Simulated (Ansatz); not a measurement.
Fields on a plane of Ta2Se (space group P4/nmm)

```xyz
6
Lattice="3.3666 0.0000 0.0000 0.0000 3.3666 0.0000 0.0000 0.0000 10.0006" Properties=species:S:1:pos:R:3 pbc="T T T"
Ta     1.6833     0.0000     7.6103
Ta     0.0000     1.6833     2.3903
Ta     0.0000     1.6833     9.2387
Ta     1.6833     0.0000     0.7619
Se     0.0000     1.6833     6.4004
Se     1.6833     0.0000     3.6002
```

The slice is a (010) plane (indices of the conventional cell) through the point (0.000, 0.500, 0.239) (fractional), spanned by u = [100] and v = [001] in vectors of this cell: u (3.37 Å) and v (10.00 Å, at 90° to u). It covers one period; positions are fractions (u, v).

Atoms on it: Ta at (0.00, 0.00); Ta at (0.00, 0.68); Se at (0.00, 0.40).

Calculation: r2SCAN+rVV10 (plane waves to 500 eV, PAW, scalar-relativistic; Ansatz, a program for electronic structure). k mesh 14×14×5. Near the nuclei the fields are pseudised (PAW); where an atom keeps semicore shells as valence, they peak there. At this level the bands of Ta2Se touch or barely overlap. Spin-orbit coupling is left out, though Ta is heavy. Ta2Se is run without spin polarisation. Ta2Se was relaxed with its symmetry unable to fall.

| v \ u | 0.00 | 0.12 | 0.25 | 0.38 | 0.50 | 0.62 | 0.75 | 0.88 |
|---|---|---|---|---|---|---|---|---|
| 0.92 | 0.46 | 0.33 | 0.26 | 0.52 | 0.61 | 0.52 | 0.26 | 0.33 |
| 0.83 | 0.40 | 0.49 | 0.58 | 0.50 | 0.42 | 0.50 | 0.58 | 0.49 |
| 0.75 | 0.65 | 0.61 | 0.22 | 0.37 | 0.56 | 0.37 | 0.22 | 0.61 |
| 0.67 | x | x | 0.40 | 0.15 | 0.42 | 0.15 | 0.40 | x |
| 0.58 | 0.13 | 0.12 | 0.25 | 0.53 | 0.63 | 0.53 | 0.25 | 0.12 |
| 0.50 | 0.64 | 0.64 | 0.57 | 0.37 | 0.26 | 0.37 | 0.57 | 0.64 |
| 0.42 | x | x | 0.76 | 0.53 | 0.16 | 0.53 | 0.76 | x |
| 0.33 | 0.81 | 0.84 | 0.77 | 0.39 | 0.06 | 0.39 | 0.77 | 0.84 |
| 0.25 | 0.42 | 0.29 | 0.08 | 0.02 | 0.02 | 0.02 | 0.08 | 0.29 |
| 0.17 | 0.07 | 0.09 | 0.10 | 0.09 | 0.09 | 0.09 | 0.10 | 0.09 |
| 0.08 | 0.58 | 0.43 | 0.13 | 0.14 | 0.17 | 0.14 | 0.13 | 0.43 |
| 0.00 | x | x | 0.50 | 0.15 | 0.38 | 0.15 | 0.50 | x |

Values: electron localisation function (ELF). Points within 0.5 Å of a nucleus are blanked (x), as the pseudised field means little there.

```
|##**==--::--==**|
|++==----::----==|
|------::::::----|
|----::::::::::--|
|------::::::----|
|**++--::::::--++|
|****++::::::++**|
|**##++::::::++##|
|****==::::::==**|
|------::::::----|
|----::::::::::--|
|==----::::::----|
|**++==--::--==++|
|@@##==--::--==##|
|@@##==::..::==##|
|++==--::..::--==|
|----::      ::--|
|....          ..|
|                |
|................|
|::::::::::::::::|
|++==--::::::--==|
|##**==::::::==**|
|**##++::::::++##|
```
Scale: ten equal steps from -1.51 (start of ' ') to 1.56 (end of '@'), in the order ' .:-=+*#%@'. Values: log₁₀ of the valence density in e/Å³. The map has 8 points along u (two characters each, u = 0 at the left) and 24 along v (v = 0 in the bottom row). The scale is logarithmic, as a density can span decades between atoms and voids.
